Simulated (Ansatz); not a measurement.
An element in the bcc structure gives these cold pressures by all-electron LAPW under PBE (Ansatz 0.2.0, scalar-relativistic, no spin polarisation).

| V (Å³/atom) | P (GPa) |
| --- | --- |
| 91.23 | 0.01 |
| 80.28 | 0.45 |
| 71.16 | 1.09 |
| 62.04 | 2.17 |
| 52.91 | 4.03 |
| 45.61 | 6.52 |
| 39.23 | 9.99 |

(1) Which element is it?

Results:

(1) Rb. Its zero-pressure volume in this structure is near 91.2 Å³/atom; the volume and the steepness of P(V) together point to it, though neighbours can come close. This is the case that was computed; others weren't tested.
